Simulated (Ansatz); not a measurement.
Relaxed-ion elastic tensor of Hf (diamond, Fd-3m) in GPa (Voigt order), the program Ansatz at the PBEsol level (PAW); density 9.18 g/cm³, 32.30 Å³ per atom.

```
       1      2      3     4     5     6
-  -----  -----  -----  ----  ----  ----
1  -34.7   61.9   61.9   0.0   0.0   0.0
2   61.9  -34.7   61.9   0.0   0.0   0.0
3   61.9   61.9  -34.7   0.0   0.0   0.0
4    0.0    0.0    0.0  -300   0.0   0.0
5    0.0    0.0    0.0   0.0  -300   0.0
6    0.0    0.0    0.0   0.0   0.0  -300
```

Task: Is the crystal mechanically stable?

Result: No: the smallest eigenvalue of C is -300 GPa.

The start of the workflow was typed in or built on a structure type; neither database checked (COD, Materials Project) lists it. It is not the phase usual at ambient conditions (space group No. 194). Symmetry was held in the PBEsol relaxation. At this level the phase is mechanically unstable. The run is not spin-polarised. As this level gives no gap, shear constants depend on the k-mesh and smearing (Fermi–Dirac, 0.1 eV here). Spin–orbit coupling is left out wherever it is not named.

Potentials: the later of the program's two PAW sets.
